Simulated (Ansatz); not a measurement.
BeSe (zinc blende, space group No. 216), plane-wave PAW PBEsol (Ansatz code): ε∞ = 6.11, cell volume 33.72 Å³. Infrared-active transverse modes:

```json
[
 {"ω_TO (cm⁻¹)": "509.0", "oscillator strength S_xx (e²/amu)": "0.2892"}
]
```

Question: Compute the static dielectric constant.

Answer: Each mode adds (4.921e7/V) S/ω²: 1.63. So ε0 = 7.74.

Question: What LO frequency does the Lyddane–Sachs–Teller relation give?

Answer: ω_LO = ω_TO √(ε0/ε∞) = 573 cm⁻¹.

Space group F-43m (zinc blende). The cell was relaxed with PBEsol under the symmetry of its start. Spin–orbit coupling is left out wherever it is not named.

Potentials: the earlier of the program's two PAW sets. The files were generated under PBE; for other functionals the program regenerates the frozen cores, and for LDA and PBEsol the local potential too.
